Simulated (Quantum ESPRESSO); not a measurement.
```
CELL_PARAMETERS angstrom
      0.00000     2.35994     2.35994
      2.35994     0.00000     2.35994
      2.35994     2.35994     0.00000
ATOMIC_POSITIONS crystal
  F  0.50000 0.50000 0.50000
  Na 0.00000 0.00000 0.00000
```

The PBEsol cell relaxed from Materials Project entry mp-682 was given an isotropic strain of +2 % on all lattice vectors, and the atoms were relaxed again.

### Question
What does PBEsol (Quantum ESPRESSO, PseudoDojo norm-conserving, 88 Ry, scalar-relativistic) give for the electronic structure near the Fermi level?

### Answer
The PBEsol gap is direct, 5.92 eV at Γ.
